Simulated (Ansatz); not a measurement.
Two Ansatz runs on CaPb$_{3}$

The cell is the one relaxed in the Materials Project (mp-20549), not relaxed further here; entries there can be hypothetical.

First run: DFT, r2SCAN, PAW with Ansatz's default frozen-core files, scalar-relativistic (Ansatz 0.2.0).

Command: `ansatz run input.yaml --threads 1 --pin off --max-ram 4096MiB --backend cpu --events-out ev --progress --plain --runs-dir out` The run took 49 s on 1 thread of Arm Neoverse V1, with other jobs on the host.

```yaml
crystal:
  lattice:
    - [4.91751662, 0.0, 0.0]
    - [0.0, 4.91751662, 0.0]
    - [0.0, 0.0, 4.91751662]
  atoms:
    - { symbol: Ca, position: [0.0, 0.0, 0.0] }
    - { symbol: Pb, position: [0.0, 0.5, 0.5] }
    - { symbol: Pb, position: [0.5, 0.5, 0.0] }
    - { symbol: Pb, position: [0.5, 0.0, 0.5] }
kpoints:
  mp_grid: { grid: [8, 8, 8] }
  band_path:
    path:
      - [0.0, 0.0, 0.0]
      - [0.0, 0.5, 0.0]
      - [0.5, 0.5, 0.0]
      - [0.0, 0.0, 0.0]
      - [0.5, 0.5, 0.5]
      - [0.0, 0.5, 0.0]
      - [0.5, 0.5, 0.5]
      - [0.5, 0.5, 0.0]
    npoints: 14
scf:
  occupations: { method: fermi_dirac, width: 0.08 }
hamiltonian:
  xc: r2scan
  pseudopotentials: { kind: paw }
output:
  forces: true
  stress: true
  eigenvalues: true
  efg: { contact_densities: true }
  populations: true
  bader: true
  dos: { projected: true, de: 0.2, e_range: [-14, 8] }
  write_density: true
  write_potential: true
  elf: true
  volumetric_format: npy
```

Result: converged; pressure -0.02 GPa; no gap on the k mesh; 7 SCF iterations.

No spin–orbit coupling, which matters for the heavy atoms here.

A second run of a changed input logged this at its end:

```
Error: invalid value for `scf.mixing.beta`: must be finite and in (0, 1]; got 1.5
```

Question: What was wrong with the input?

Answer: Mixing far too strong, by this change (others could give a like log):
```diff
@@ -24,4 +24,6 @@
 scf:
   occupations: { method: fermi_dirac, width: 0.08 }
+  mixing: { algorithm: anderson, beta: 1.5, ndim: 1, preconditioner: none }
+  max_iter: 60
 hamiltonian:
   xc: r2scan
@@ -33,9 +35,3 @@
   efg: { contact_densities: true }
   populations: true
-  bader: true
-  dos: { projected: true, de: 0.2, e_range: [-14, 8] }
-  write_density: true
-  write_potential: true
-  elf: true
-  volumetric_format: npy
```
